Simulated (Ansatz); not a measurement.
YGe:
```
YGe
1.0
   -2.09443     2.09443     5.27899
    2.09443    -2.09443     5.27899
    2.09443     2.09443    -5.27899
Y Ge
2 2
Direct
  0.50000   0.50000   0.00000
  0.25000   0.75000   0.50000
  0.00000   0.00000   0.00000
  0.75000   0.25000   0.50000
```

Relaxed with PBE. Special points in fractions of this cell's reciprocal vectors: Γ (0.000, 0.000, 0.000); X (0.000, 0.000, 0.500); P (0.250, 0.250, 0.250); N (0.000, 0.500, 0.000); M (0.500, 0.500, -0.500); S (0.289, 0.711, -0.289); S0 (-0.289, 0.289, 0.289); R (-0.079, 0.079, 0.500); G (0.500, 0.500, -0.079).

### Question
List the band energies nearest the Fermi level at these points for DFT-PBE in the program Ansatz with PAW potentials.

### Answer
In eV from the Fermi level; about four levels below and three above (degenerate sets whole), none deeper than 8.9 eV; points with the same levels are listed once.

| k | below | above |
|---|---|---|
| Γ | -2.65 -0.28 -0.19 -0.19 | 0.24 0.24 0.42 |
| X | -2.22 -2.22 -1.76 -1.76 | 0.04 0.04 1.50 1.50 |
| P | -0.99 -0.99 -0.91 -0.91 | 2.05 2.05 3.55 3.55 |
| N | -3.42 -1.72 -1.50 -0.62 | 1.34 1.90 2.15 |
| M | -1.20 -1.20 -0.33 -0.33 | 0.70 0.70 1.16 1.16 |
| S | -2.16 -1.70 -1.31 -0.37 | 0.33 1.42 2.07 |
| R | -1.52 -1.52 -0.10 -0.10 | 1.69 1.69 3.47 3.47 |

Space group I4_1/amd. A made-up cell: these elements were put on the sites of a structure type; neither database checked (COD, Materials Project) lists it. Whether it is the stable phase at ambient conditions was not checked. The PBE relaxation kept the symmetry of its start; whether a distortion lowers the energy is not shown. The run is not spin-polarised. Scalar-relativistic: spin–orbit coupling is off unless named, which matters more the heavier the elements.

Potentials: the later of the program's two PAW sets.
